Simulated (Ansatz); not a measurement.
Moving the dispersion correction in HfO2

The cell as given:

Symmetry: Fm-3m, No. 225, cubic system. The conventional cell has a = 5.115 Å, b = 5.115 Å, c = 5.115 Å, α = 90.00°, β = 90.00°, γ = 90.00°. Around Hf (site symmetry m-3m) lie 8 O at 2.21 Å. O (site symmetry -43m) has 4 Hf at 2.21 Å as nearest neighbours.

Measurements of this composition are mostly on another form, of space group No. 14.

Kept alike: task relaxation of cell and atoms; functional PBEsol; k mesh 9 × 9 × 9; occupations fermi-dirac, width 0.05 eV; no spin polarisation. Program: Ansatz, Ansatz PAW, cutoff 420 eV. The mesh is that of the run's cell of 3 atoms. No spin-orbit coupling.

| dispersion correction | volume (Å³/atom) |
| --- | --- |
| D3(BJ) | 10.553 |
| D3(BJ)-ATM | 10.576 |
| D4 | 10.617 |
| none | 10.693 |

The relaxations keep at least the cell's symmetry (Fm-3m). Relaxations stop with a little pressure left, so the last digits of a volume or edge aren't settled. Ansatz's relaxations hold a Pulay term in the stress (up to 1.0 GPa here). All rows use potentials made for PBE.

Question: What does the dispersion correction change here?

Answer: The volume runs from 10.553 (D3(BJ)) to 10.693 Å³/atom (none). Against no correction: D3(BJ) -1.3 %; D3(BJ)-ATM -1.1 %; D4 -0.7 %. Dispersion terms mostly attract and so lower the volume; the schemes' coefficients and damping set how far.
